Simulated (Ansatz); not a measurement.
PtSb2 (space group Pa-3)

```
PtSb2
1.0
    6.55329     0.00000     0.00000
    0.00000     6.55329     0.00000
    0.00000     0.00000     6.55329
Sb Pt
8 4
Direct
  0.37490   0.12510   0.87490
  0.62510   0.87490   0.12510
  0.12510   0.87490   0.37490
  0.87490   0.12510   0.62510
  0.87490   0.37490   0.12510
  0.12510   0.62510   0.87490
  0.62510   0.62510   0.62510
  0.37490   0.37490   0.37490
  0.00000   0.50000   0.50000
  0.50000   0.50000   0.00000
  0.50000   0.00000   0.50000
  0.00000   0.00000   0.00000
```

A phonon eigenvector at Γ is frozen into this cell: atom i moves by Q times the vector below, so Q is the largest atomic displacement, in Å. The cell is held. It is one choice among 2 degenerate patterns.

```json
[
 {"atom": "Sb1", "x": "0.285", "y": "-0.520", "z": "-0.805"},
 {"atom": "Sb2", "x": "-0.285", "y": "0.520", "z": "0.805"},
 {"atom": "Sb3", "x": "-0.285", "y": "0.520", "z": "-0.805"},
 {"atom": "Sb4", "x": "0.285", "y": "-0.520", "z": "0.805"},
 {"atom": "Sb5", "x": "0.285", "y": "0.520", "z": "0.805"},
 {"atom": "Sb6", "x": "-0.285", "y": "-0.520", "z": "-0.805"},
 {"atom": "Sb7", "x": "-0.285", "y": "-0.520", "z": "0.805"},
 {"atom": "Sb8", "x": "0.285", "y": "0.520", "z": "-0.805"}
]
```

Atoms not listed stay in place.

The numbers are results of PBE (plane waves to 420 eV, PAW, scalar-relativistic; Ansatz, a program for electronic structure), not measurements. k mesh 6×6×6 (Γ-centred), Fermi-Dirac smearing 0.05 eV. With partly filled bands, energies and forces of such displacements shift with the k mesh and the smearing. At this level the bands of PtSb2 touch or barely overlap; measurements give the solid a gap. PtSb2 is run without spin polarisation. PtSb2 was relaxed with its symmetry unable to fall. Spin-orbit coupling is left out, though Pt and Sb are heavy.

At one point of the scan the forces (eV/Å) are:

```csv
atom,Fx,Fy,Fz
Sb1,0.119,-0.258,-0.342
Sb2,-0.119,0.258,0.342
Sb3,-0.119,0.258,-0.342
Sb4,0.119,-0.258,0.342
Sb5,0.119,0.258,0.342
Sb6,-0.119,-0.258,-0.342
Sb7,-0.119,-0.258,0.342
Sb8,0.119,0.258,-0.342
Pt9,0.000,0.000,0.000
Pt10,0.000,0.000,0.000
Pt11,0.000,0.000,0.000
Pt12,0.000,0.000,0.000
```

Problem. Which point is it?
A. Q = -0.067 Å
B. Q = -0.050 Å
C. Q = -0.083 Å
D. Q = -0.033 Å

Solution. A, Q = -0.067 Å

(For displaced atoms, the force is minus the slope of the energy, and its curvature is a force constant, which sets phonon frequencies.)
